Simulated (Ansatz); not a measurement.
TaTe in space group Pmma (No. 51; Ta on 2e, Te on 2f), r²SCAN (plane waves, PAW; program Ansatz), all energies at zero smearing, with the estimated change up to a 700 eV cutoff added, with one set of potentials and settings (totals compare only within such a set). Cell of 4 atoms (2 Ta, 2 Te): -33879.278 eV.

| element | reference phase | E (eV/atom) |
|---|---|---|
| Ta | Im-3m, 1 atoms in the cell | -9945.1755 |
| Te | P3_121, 3 atoms in the cell | -6994.9041 |

Formation energy per atom, worked out: (-33879.278 − 2×(-9945.1755) − 2×(-6994.9041))/4 = 0.220 eV/atom (21 kJ per mol of atoms), at 0 K, without zero-point energy or fitted corrections.

The start of the workflow was typed in or built on a structure type; neither database checked (COD, Materials Project) lists it. Its standing as an ambient phase is unchecked. Symmetry was held in the r²SCAN relaxation; its stability against distortions is not shown here. The run is not spin-polarised. Its formation energy is positive at this level, so the cell may be metastable or incomplete. The references are the lowest solids computed at this level, not always the standard phases. Scalar-relativistic: spin–orbit coupling is off unless named, which matters more the heavier the elements.

Potentials: the earlier of the program's two PAW sets.
